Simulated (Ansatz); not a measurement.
Input and command of a plane-wave DFT calculation in Ansatz:

```yaml
crystal:
  lattice:
    - [-3.2256809613, 3.2256809613, 1.9512214449]
    - [3.2256809613, -3.2256809613, 1.9512214449]
    - [3.2256809613, 3.2256809613, -1.9512214449]
  atoms:
    - { symbol: Si, position: [0.17880106, 0.17880106, 0.35760212] }
    - { symbol: Si, position: [0.82119894, 0.82119894, 0.64239788] }
    - { symbol: Si, position: [0.17880106, 0.82119894, 0.0] }
    - { symbol: Si, position: [0.82119894, 0.17880106, 0.0] }
basis:
  ecutwfc: 500
kpoints:
  mp_grid: { grid: [10, 10, 10] }
hamiltonian:
  xc: r2scan
scf:
  occupations: { method: gaussian, width: 0.03 }
output:
  forces: true
  stress: true
  eigenvalues: true
```

```bash
ansatz run input.yaml --threads 1 --pin off --max-ram 2560MiB --backend cpu --events-out ev --progress --plain --runs-dir out
```

Processor: Intel(R) Xeon(R) 6975P-C (Granite Rapids), 1 thread, on a host shared with other jobs.

**Question.** Estimate time, memory and problem size.

**Answer.** About 6.8 s on 1 thread of Intel(R) Xeon(R) 6975P-C (Granite Rapids) (shared host), peak memory 0.74 GiB. It solves 12 bands at 102 k points (the mesh reduced by symmetry) with about 2027 plane waves, in 6 SCF iterations.
